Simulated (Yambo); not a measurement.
Data:

```
NaRhS2O8
1.0
    3.98632    -2.61700     0.00000
    3.98632     2.61700     0.00000
   -0.35711     0.00000     7.20909
O Na S Rh
8 1 2 1
Cartesian
  2.12115   0.00000   2.80628
  5.49438   0.00000   4.40281
  3.74531   1.22659   1.52097
  3.87022  -1.22659   5.68812
  3.87022   1.22659   5.68812
  3.74531  -1.22659   1.52097
  2.02800   0.00000   0.30415
  5.58753   0.00000   6.90494
 -0.17856   0.00000   3.60454
  2.84323   0.00000   1.55248
  4.77229   0.00000   5.65661
  0.00000   0.00000   0.00000
```

Workflow: norm-conserving PBEsol (Quantum ESPRESSO, 88 Ry, no spin-orbit coupling), then G0W0 in Yambo (2×2×2 Γ-centred k mesh, bands 6 to 233 and a 7 Ry block in the screening, 233 bands in G with the Bruneval-Gonze terminator, plasmon pole fitted at 27.2 eV).

Problem. Give the PBEsol and G0W0 gaps between the band edges found on this mesh, and say where the edges lie.

Solution. Edges: (0, -0.5, -0.5) → (0, -0.5, 0). PBEsol: 1.13 eV; G0W0: 3.40 eV. Nearest settings tried, and what they do to the gap: 100 bands in W, 100 bands in G: +65 meV. Not varied: block, mesh. So the settings aren't converged at that level. The k mesh is coarse. Spin-orbit splittings are left out.

Geometry of the Materials Project entry, not relaxed at this level.

The structure is a Materials Project entry; no match was found in the copy of COD used, and its stability was not checked.
